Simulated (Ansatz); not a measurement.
Values for one crystal, relaxed and computed with DFT-PBE in the program Ansatz with PAW potentials; other levels are named.

Volume per atom: 14.33 Å³
Electronic character: metallic (no gap)
Density of states at the Fermi level: 1.8 states/eV per atom (mean over ±0.08 eV)
Gap with spin–orbit coupling: none (metallic)
Formation energy from the elements (no fitted shifts): 776 meV/atom
Pressure derivative B′: 4.4
Bulk modulus (Birch–Murnaghan fit): 210 GPa

Q: Which of these materials gives this?
A. AlPt, rock salt
B. CoMo, rock salt
C. NbAg, rock salt
D. FeCo, CsCl type

A: B, CoMo, rock salt

Space group Fm-3m (rock salt). The start of the workflow was typed in or built on a structure type; neither database checked (COD, Materials Project) lists it. Its standing as an ambient phase is unchecked. Symmetry was held in the PBE relaxation; its stability against distortions is not shown here. The workflow began spin-polarised and lost its moments. Its formation energy is positive at this level, so the cell may be metastable or incomplete. The references are the lowest solids computed at this level, not always the standard phases. Scalar-relativistic: spin–orbit coupling is off unless named, which matters more the heavier the elements.

Potentials: the earlier of the program's two PAW sets.
